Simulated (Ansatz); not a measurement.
Phonons of LaIr3B2

Method: PBEsol, scalar-relativistic; no spin polarisation; PAW, 420 eV, Gaussian smearing of 0.15 eV; code Ansatz; PAW files: Ansatz's generated set soft_2.

```xyz
6
Lattice="5.4874 0.0000 0.0000 -2.7437 4.7523 0.0000 0.0000 0.0000 3.1445" Properties=species:S:1:pos:R:3 pbc="T T T"
La    0.0000    0.0000    0.0000
B     0.0000    3.1682    0.0000
B     2.7437    1.5841    0.0000
Ir    2.7437    0.0000    1.5723
Ir    1.3719    2.3761    1.5723
Ir   -1.3719    2.3761    1.5723
```

The chain of runs began from a cell as deposited in COD, expanded in volume.

Force constants come from finite displacements in a 2×2×2 supercell (the unit cell's 8×8×10 k-mesh, folded to it); the long-range dipole term is not included. Points in reciprocal vectors of this cell: Γ = (0.000, 0.000, 0.000), M = (0.500, 0.000, 0.000), K = (0.333, 0.333, 0.000), A = (0.000, 0.000, 0.500), L = (0.500, 0.000, 0.500), H = (0.333, 0.333, 0.500).

Frequencies at the named points (cm⁻¹, imaginary ones negative):
```tsv
point	ω (cm⁻¹)
Γ	0 0 0 85 85 100 109 126 126 165 165 231 275 275 474 531 531 616
M	72 77 81 83 89 106 136 139 140 154 182 210 313 418 449 516 521 567
K	64 87 87 100 100 103 138 138 138 140 198 198 334 433 433 507 543 543
A	73 73 79 79 101 101 115 125 158 175 175 196 376 376 434 434 545 677
L	49 73 90 95 103 124 126 134 159 166 175 193 394 406 409 434 583 634
H	61 61 88 117 117 122 122 128 139 168 187 187 393 413 413 425 608 608
```

(1) Is the structure dynamically stable along this path, and where does the spectrum end?

(2) What does the harmonic approximation give for the vibrational free energy, entropy and heat capacity?

Answers:

(1) Yes: no branch is imaginary beyond numerical noise. The highest frequency is 677 cm⁻¹, at A. Points that don't fit the supercell are interpolated.

(2) Zero-point energy 44.3 meV/atom.
```tsv
T (K)	F_vib (meV/atom)	S (J/K per mole of atoms)	C_V (J/K per mole of atoms)
100	40.1	10.5	13.4
200	23.0	21.8	19.1
300	-4.1	30.1	21.6
400	-38.8	36.5	22.9
500	-79.4	41.7	23.6
600	-125.0	46.1	24.0
700	-174.7	49.8	24.2
800	-228.0	53.0	24.4
900	-284.4	55.9	24.5
1000	-343.7	58.5	24.6
```

The highest mode, 677 cm⁻¹, is worth 970 K. At 300 K the heat capacity has reached 87 % of the classical limit 3R = 24.9 J/K per mole of atoms, since the stiffer modes are still partly frozen out.

The crystal is a metal or nearly so; low and unstable modes depend on mesh and smearing.

Cost: 9.9 min on 4 threads of Intel(R) Xeon(R) 6975P-C (Granite Rapids) (shared host), peak memory 7 GiB.

For elements this heavy, spin–orbit coupling would shift levels and gaps; it isn't included here.
